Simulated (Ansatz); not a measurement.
System: MnF$_{2}$, 6 atoms in the cell.

```
Mn F
1.0
     4.87300    0.00000    0.00000
     0.00000    4.87300    0.00000
     0.00000    0.00000    3.31000
Mn F
2 4
Direct
  0.00000 0.00000 0.00000
  0.50000 0.50000 0.50000
  0.30500 0.30500 0.00000
  0.69500 0.69500 0.00000
  0.80500 0.19500 0.50000
  0.19500 0.80500 0.50000
```

Theory: Ansatz 0.2.0 development build, r²SCAN, plane waves, PAW datasets (generated hard set).

Cutoff 700 eV; k-mesh 4×4×6 Γ-centred; Fermi–Dirac smearing of 0.05 eV; starting moments Mn1 5, Mn2 -5 μB.

(1) How large is the gap on this mesh, is it direct, and where do the band edges lie (fractions of the reciprocal vectors of this cell)?

(2) List the levels near the gap for spin up at (0.000, 0.000, 0.000), (0.000, 0.250, 0.333), (0.000, 0.250, -0.500), (0.250, 0.250, 0.167), (0.250, -0.500, 0.333), (0.250, -0.250, 0.000), in eV from the top of the valence band (v1 is the highest filled band, c1 the lowest empty one).

(3) List the levels near the gap for spin down at (0.000, 0.000, 0.000), (0.000, 0.250, 0.333), (0.000, 0.250, -0.500), (0.250, 0.250, 0.167), (0.250, -0.500, 0.333), (0.250, -0.250, 0.000), in eV from the top of the valence band (v1 is the highest filled band, c1 the lowest empty one).

## Answers

(1) 2.98 eV, indirect from (0.250, -0.250, 0.000) to (0.000, 0.000, 0.000); the smallest direct gap is 3.02 eV.

(2) 
| k | v4 | v3 | v2 | v1 | c1 | c2 | c3 |
| --- | --- | --- | --- | --- | --- | --- | --- |
| (0.000, 0.000, 0.000) | -1.46 | -1.29 | -0.35 | -0.04 | 2.98 | 3.94 | 4.48 |
| (0.000, 0.250, 0.333) | -1.45 | -1.27 | -0.52 | -0.18 | 4.28 | 4.31 | 4.32 |
| (0.000, 0.250, -0.500) | -1.49 | -1.22 | -0.60 | -0.16 | 4.21 | 4.27 | 4.42 |
| (0.250, 0.250, 0.167) | -1.39 | -1.34 | -0.22 | -0.13 | 4.10 | 4.41 | 4.44 |
| (0.250, -0.500, 0.333) | -1.46 | -1.32 | -0.51 | -0.13 | 4.28 | 4.31 | 4.37 |
| (0.250, -0.250, 0.000) | -1.46 | -1.25 | -0.37 | 0.00 | 3.85 | 4.27 | 4.46 |

(3) 
```tsv
k	v4	v3	v2	v1	c1	c2	c3
(0.000, 0.000, 0.000)	-1.46	-1.29	-0.35	-0.04	2.98	3.94	4.48
(0.000, 0.250, 0.333)	-1.45	-1.27	-0.52	-0.18	4.28	4.31	4.32
(0.000, 0.250, -0.500)	-1.49	-1.22	-0.60	-0.16	4.21	4.27	4.42
(0.250, 0.250, 0.167)	-1.41	-1.30	-0.38	-0.20	4.08	4.39	4.40
(0.250, -0.500, 0.333)	-1.46	-1.32	-0.51	-0.13	4.28	4.31	4.37
(0.250, -0.250, 0.000)	-1.42	-1.27	-0.18	-0.04	3.93	4.27	4.47
```

A gap read on the mesh is an upper bound of this method's gap, since the mesh can miss a band edge. One magnetic order was tried; another may lie lower. Potentials made with PBE were used with another functional. Semilocal functionals give gaps that mostly lie well below measured ones.
